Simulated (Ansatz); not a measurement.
Relaxing Na (bcc)

**The experiment.** The Crystallography Open Database holds a measured cell of cubic Na (space group Im-3m) at 293 K (1963): a = 4.291 Å, 39.49 Å³/atom.

Level of theory: DFT, r²SCAN, scalar-relativistic, no spin polarisation; plane waves to 500 eV with PAW datasets (Ansatz 0.2.0), 14×14×14 k-mesh, Gaussian smearing of 0.05 eV; PAW files: Ansatz's generated set soft_2.

Starting cell, 4 % under the database's volume:

```
Na
1.0
    -2.11500    2.11500    2.11500
     2.11500   -2.11500    2.11500
     2.11500    2.11500   -2.11500
Na
1
Direct
  0.00000 0.00000 0.00000
```

The steps in volume:

```tsv
run	level	k-mesh	kind	V (Å³/atom)	P (GPa)	E − E(final) (meV/atom)	gap on the mesh (eV)
1	PBE, 420 eV	6×6×6	fixed cell	37.84	-0.1	–	metal
2	PBE, 420 eV	6×6×6	fixed cell	37.69	0.0	–	metal
3	r²SCAN	14×14×14	fixed cell	37.69	0.0	0.0	metal
```

Cell and atoms are those of this level's equilibrium.

The final structure (symmetry read at 0.01 Å). It takes space group Im-3m (No. 229, cubic). The conventional cell has a = 4.224 Å, b = 4.224 Å, c = 4.224 Å, α = 90.00°, β = 90.00°, γ = 90.00°. Na (site symmetry m-3m) has 8 Na at 3.66 Å as nearest neighbours. (Neighbours are counted to 15 % beyond the shortest distance.)

```tsv
atom	site	symmetry	x	y	z
Na	2a	m-3m	0.0000	0.0000	0.0000
```

- At the final geometry the gap, band path included, is zero (metallic).

**Reading the result.**

The calculation's cell holds 9 valence electrons, an odd number. Without magnetic order each band takes two, so one stays part-filled and the crystal must be a metal.

**Against experiment.** r²SCAN gives 4.224 Å and 37.69 Å³/atom, −4.6 % in volume (−1.5 % in length) from the database's cell. The static lattice lacks zero-point motion and thermal expansion; that covers some of the miss, perhaps all.
